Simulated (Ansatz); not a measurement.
Nuclear-site quantities of Mg as the cell is scaled

```
CELL_PARAMETERS angstrom
0.00000 2.24426 2.24426
2.24426 0.00000 2.24426
2.24426 2.24426 0.00000
ATOMIC_POSITIONS crystal
Mg 0.00000 0.00000 0.00000
```

The cell is the one relaxed in the Materials Project (mp-1056702), not relaxed further here; entries there can be hypothetical.

Method: Ansatz 0.2.0, DFT, LDA, all-electron PAW with datasets made for the crystal, scalar-relativistic.

Sampling and basis: a Γ-centred 16×16×16 k mesh, Fermi–Dirac smearing of 0.03 eV, cutoff 100 eV (chosen by the program for this cell), no spin polarisation.

The contact density is the mean electron density over the nuclear volume; its changes follow the s electrons' response to bonding and compression. Changes below are taken from the unscaled cell, where it is 7722.79 e/Å³ at Mg.

Volumes at which the program chose other datasets or cutoffs are left out.

The datasets are made afresh for each cell, so very small changes are uncertain.

Task: Tabulate the changes with volume.

Result: 
```
V/V(cell)  P (GPa)  Δρ(0) Mg (e/Å³)
   0.9800     -0.6             0.00
   0.9900     -1.0             0.01
   1.0000     -1.3             0.00
   1.0100     -1.6            -0.01
   1.0200     -2.0            -0.01
   1.0400     -2.5             0.00
   1.0600     -3.1             0.00
```
